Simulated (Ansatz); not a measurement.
Level of theory: DFT PBE, scalar-relativistic, plane waves, PAW, and for the lanthanide a 4f-in-core norm-conserving potential (Ansatz). Settings: cutoff 690 eV, Γ-centred meshes spaced at most about 0.3 Å⁻¹, and about 0.25 Å⁻¹ or finer for metals (2π included), Gaussian smearing. No spin polarisation in the final relaxations.

These are static total energies at zero pressure. All come from trial cells, and lower structures may exist.

Question: Order these relaxed structures of TbYAl4 by energy, lowest first, with the energy over the lowest of them.
A. Space group P6/mmm (No. 191), hexagonal, a = 4.562 Å, c = 7.012 Å. Around Tb lie 12 Al at 3.17 Å and 2 Y at 3.51 Å; around Y lie 12 Al at 3.16 Å and 2 Tb at 3.51 Å; Al is surrounded by 3 Al at 2.63 Å, 3 Y at 3.16 Å and 3 Tb at 3.17 Å.
B. Space group F-43m (No. 216), cubic, a = 7.880 Å. Around Tb lie 12 Al at 3.27 Å and 4 Y at 3.41 Å; Y is surrounded by 12 Al at 3.27 Å and 4 Tb at 3.41 Å; Al has 6 Al at 2.79 Å, 3 Tb at 3.27 Å and 3 Y at 3.27 Å.

Answer: B (0 meV/atom), A (29 meV/atom). Forms: B F-43m; A P6/mmm. Counting all near atoms (those within 1.25 times the shortest distance at each site; a plus sign parts nearer from farther groups): B has Tb 16, Y 16, Al 6+6; A has Tb 12+2, Y 12+2, Al 3+6.

Cells relaxed within their symmetry can be saddle points. Some candidate types were left out of the draw beforehand, so a known form may be missing.

The lanthanide is trivalent by construction, without f bands, f moments or other valences.
